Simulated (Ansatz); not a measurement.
CsPbCl3:
```cif
data_Cl3CsPb
_chemical_formula_sum 'Cs1 Pb1 Cl3'
_space_group_name_H-M_alt 'Pm-3m'
_space_group_IT_number 221
_space_group_name_Hall '-P 4 2 3'
_cell_length_a 5.67138
_cell_length_b 5.67138
_cell_length_c 5.67138
_cell_angle_alpha 90.000
_cell_angle_beta 90.000
_cell_angle_gamma 90.000
loop_
_atom_site_label
_atom_site_type_symbol
_atom_site_symmetry_multiplicity
_atom_site_Wyckoff_symbol
_atom_site_fract_x
_atom_site_fract_y
_atom_site_fract_z
_atom_site_occupancy
Cs1 Cs 1 a 0.00000 0.00000 0.00000 1
Pb1 Pb 1 b 0.50000 0.50000 0.50000 1
Cl1 Cl 3 c 0.00000 0.50000 0.50000 1
```

Relaxed with r²SCAN.

### Question
Tabulate the valence density and the electron localisation function along the shortest Pb–Cl contact (2.84 Å), r²SCAN (plane waves, PAW; program Ansatz).

### Answer


| distance from Pb (Å) | density (e/Å³) | ELF |
|---|---|---|
| 0.28 | 7.67 | 0.01 |
| 0.43 | 5.56 | 0.06 |
| 0.57 | 3.70 | 0.20 |
| 0.71 | 2.24 | 0.37 |
| 0.85 | 1.25 | 0.44 |
| 0.99 | 0.68 | 0.40 |
| 1.13 | 0.41 | 0.28 |
| 1.28 | 0.28 | 0.18 |
| 1.42 | 0.25 | 0.19 |
| 1.56 | 0.28 | 0.34 |
| 1.70 | 0.39 | 0.61 |
| 1.84 | 0.60 | 0.78 |
| 1.98 | 0.94 | 0.84 |
| 2.13 | 1.39 | 0.85 |
| 2.27 | 1.74 | 0.81 |
| 2.41 | 1.60 | 0.70 |
| 2.55 | 0.89 | 0.48 |

The density is the valence pseudo-density with augmentation charge, so density and ELF within about 1 Å of a nucleus are not all-electron values.

This is a known high-temperature phase of the composition, computed here at zero pressure and temperature. The cell was relaxed with r²SCAN under the symmetry of its start; its stability against distortions is not shown here. Spin–orbit coupling is left out wherever it is not named.

Potentials: the later of the program's two PAW sets.
